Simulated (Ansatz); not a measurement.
CsLiZnS₂:
```yaml
crystal:
  lattice:
    - [-2.02198, 2.02198, 7.07490]
    - [2.02198, -2.02198, 7.07490]
    - [2.02198, 2.02198, -7.07490]
  atoms:
    - { symbol: Cs, position: [0.00000, 0.00000, 0.00000] }
    - { symbol: Li, position: [0.25000, 0.75000, 0.50000] }
    - { symbol: Zn, position: [0.75000, 0.25000, 0.50000] }
    - { symbol: S, position: [0.65858, 0.65858, 0.00000] }
    - { symbol: S, position: [0.34142, 0.34142, 0.00000] }
```

Relaxed with r²SCAN.

Q: Give the Bader charges and basin volumes of the independent atoms, r²SCAN (plane waves, PAW; program Ansatz).

A: 

| atom | Bader charge (e) | Bader volume (Å³) |
|---|---|---|
| Cs1 | +0.81 | 35.0 |
| Li2 | +0.87 | 3.3 |
| Zn3 | +0.87 | 13.8 |
| S4 | -1.28 | 31.8 |

Space group I-4m2. The workflow started from a Materials Project entry (that database holds measured and hypothetical structures alike); the Crystallography Open Database copy checked does not list it. With Li and Zn taken as one species the cell has the higher symmetry I4/mmm, so it may be an ordered model of a mixed-site phase. Its standing as an ambient phase is unchecked. Symmetry was held in the r²SCAN relaxation; its stability against distortions is not shown here. Spin–orbit coupling is left out wherever it is not named.

Potentials: the later of the program's two PAW sets.
